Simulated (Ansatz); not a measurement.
HfGe2:
```xyz
3
Lattice="0.0000 3.2261 3.2261 3.2261 0.0000 3.2261 3.2261 3.2261 0.0000" Properties=species:S:1:pos:R:3 pbc="T T T"
Hf     0.0000     0.0000     0.0000
Ge     1.6130     1.6130     1.6130
Ge     4.8391     4.8391     4.8391
```

Relaxed with PBE. Special points in fractions of this cell's reciprocal vectors: Γ (0.000, 0.000, 0.000); X (0.500, 0.000, 0.500); U (0.625, 0.250, 0.625); K (0.375, 0.375, 0.750); L (0.500, 0.500, 0.500); W (0.500, 0.250, 0.750).

**Question.** List the band energies nearest the Fermi level at these points for PBE in the plane-wave PAW code Ansatz.

**Answer.** In eV from the Fermi level; about four levels below and three above (degenerate sets whole), none deeper than 8.9 eV; points with the same levels are listed once.

| k | below | above |
|---|---|---|
| Γ | -5.10 -3.35 -3.35 -3.35 | 0.64 0.64 2.84 2.84 2.84 |
| X | -7.79 -5.45 -2.57 -2.57 | 0.02 0.06 0.06 |
| U | -4.94 -3.08 -2.36 -0.60 | 0.27 1.19 1.83 |
| L | -1.64 -0.24 -0.24 -0.01 | 1.15 1.15 4.36 |
| W | -4.76 -4.09 -1.13 -1.13 | 0.11 1.15 2.12 |

Space group Fm-3m (fluorite). The cell is a constructed one: a structure type filled with these elements; neither database checked (COD, Materials Project) lists it. COD files the formula under space group No. 63, so this cell is another polymorph or a model. Whether it is the stable phase at ambient conditions was not checked. Symmetry was held in the PBE relaxation; its stability against distortions is not shown here. The run is not spin-polarised. Spin–orbit coupling is left out wherever it is not named.

Potentials: the later of the program's two PAW sets.
